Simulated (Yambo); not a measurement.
Yambo run on CdS (wurtzite, space group P6_3mc, No. 186). The wavefunctions come from this Quantum ESPRESSO step (LDA, PseudoDojo standard norm-conserving files, scalar-relativistic):

```
&CONTROL
  calculation = 'nscf'
  pseudo_dir = './pseudo'
  outdir = './out'
/
&SYSTEM
  ibrav = 0
  nat = 4
  ntyp = 2
  ecutwfc = 102.0
  ecutrho = 408.0
  occupations = 'fixed'
  force_symmorphic = .true.
  nbnd = 196
/
&ELECTRONS
  conv_thr = 4e-09
  diago_full_acc = .true.
  diago_thr_init = 1e-08
/
ATOMIC_SPECIES
S 32.0600 S.upf
Cd 112.4140 Cd.upf
CELL_PARAMETERS angstrom
  4.076732264478   0.000000000000   0.000000000000
 -2.038366132239   3.530553705465   0.000000000000
  0.000000000000   0.000000000000   6.633309719000
ATOMIC_POSITIONS crystal
S   0.666666667000   0.333333333000   0.876761259500
S   0.333333333667   0.666666666333   0.376761259500
Cd   0.666666667000   0.333333333000   0.500238740500
Cd   0.333333333667   0.666666666333   0.000238740500
K_POINTS automatic
3 3 2 0 0 0
```

Yambo input:

```
rim_cut
gw0
dyson
el_el_corr
HF_and_locXC
ppa
em1d
RandQpts= 1000000
RandGvec= 1 Ry
EXXRLvcs= 102 Ry
VXCRLvcs= 408 Ry
Chimod= "HARTREE"
% BndsRnXp
 9 | 195 |
%
NGsBlkXp= 8 Ry
% LongDrXp
 1.0 | 1.0 | 1.0 |
%
PPAPntXp= 27.2114 eV
% GbndRnge
 1 | 195 |
%
GTermKind= "BG"
DysSolver= "n"
ExtendOut
% QPkrange
 1 | 1 | 26 | 27 |
 2 | 2 | 26 | 27 |
 5 | 5 | 26 | 27 |
 6 | 6 | 26 | 27 |
%
```

k points by index: 1 = Γ, 2 = A, 5 = K, 6 = H.

Resulting energies as the program prints them:

```
#    K-point    Band    Eo [eV]    E [eV]    E-Eo [eV]    Vxc [eV]    Vnlxc [eV]    Sc|Eo [eV]    Sc|E [eV]    dSc/dw|Eo [eV]    Re(Z)    Im(Z)
#
    1    26    0.000000    -0.794665    -0.794665    -15.51535    -18.64074    2.111960    2.330724    -7.490060    0.784155    -0.001393
    1    27    1.025969    1.517097    0.491128    -11.18854    -6.773884    -3.809762    -3.923529    -6.301966    0.811955    -0.001270
    2    26    -0.433486    -1.228170    -0.794685    -15.01551    -18.22484    2.195196    2.414643    -7.513201    0.783632    -0.001413
    2    27    2.700683    3.206727    0.506044    -11.55882    -6.900331    -4.032271    -4.152446    -6.460676    0.808127    -0.001293
    5    26    -1.818346    -2.606818    -0.788471    -13.65978    -16.99512    2.329236    2.546869    -7.509746    0.783710    -0.001437
    5    27    4.329633    4.632346    0.302712    -9.768858    -5.574237    -3.825783    -3.891908    -5.941667    0.820779    -0.001297
    6    26    -1.236806    -2.011684    -0.774878    -13.99172    -17.19365    2.211317    2.427052    -7.574842    0.782243    -0.001451
    6    27    4.259536    4.869738    0.610202    -11.94373    -7.045949    -4.144357    -4.287575    -6.385356    0.809939    -0.001287
```
(The two width columns are left out.) Convergence of these settings isn't established.

Spin-orbit coupling is not included.

Geometry relaxed with LDA.
